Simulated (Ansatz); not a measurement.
**Be₃ZnSe₄: computed properties**

Theory: DFT PBE, scalar-relativistic, plane waves, PAW (Ansatz).

Cutoff 420 eV; k points 6×4×4 on the computed 8-atom cell (Γ-centred); Gaussian smearing, width 0.02 eV; no spin polarisation.

The structure is relaxed at this level of theory with its symmetry kept, and needn't be the ground state of this composition.

Space group Pmm2 (No. 25). a = 3.748 Å, b = 7.524 Å, c = 5.327 Å, α = 90.00°, β = 90.00°, γ = 90.00°
```json
{"atom": "Be", "site": "1b", "symmetry": "mm2", "x": "0.0000", "y": "0.5000", "z": "0.0031"}
{"atom": "Be", "site": "2h", "symmetry": "m..", "x": "0.5000", "y": "0.7401", "z": "0.5002"}
{"atom": "Zn", "site": "1a", "symmetry": "mm2", "x": "0.0000", "y": "0.0000", "z": "0.0007"}
{"atom": "Se", "site": "2g", "symmetry": "m..", "x": "0.0000", "y": "0.2670", "z": "0.2628"}
{"atom": "Se", "site": "1c", "symmetry": "mm2", "x": "0.5000", "y": "0.0000", "z": "0.7100"}
{"atom": "Se", "site": "1d", "symmetry": "mm2", "x": "0.5000", "y": "0.5000", "z": "0.7603"}
```

| Item | Value |
| --- | --- |
| Space group | Pmm2 (No. 25) |
| Volume per atom | 18.78 Å³ |
| Formation energy from the elements' standard states (uncorrected) | -0.755 eV/atom |
| Kohn–Sham band gap | 2.53 eV |
| Orbital (Löwdin) character of the top 1 eV of the valence band | Se 4p 91 %, unprojected 6 % |
| Bader charge by site (e) | Be (1 in the cell) 1.57, Be (2 in the cell) 1.57, Zn (1 in the cell) 0.73, Se (2 in the cell) -1.36, Se (1 in the cell) -1.16, Se (1 in the cell) -1.56 |

The cell was found from a structure generator's guess, not taken from experiment. Kohn–Sham gaps at this level usually fall short of measured ones.
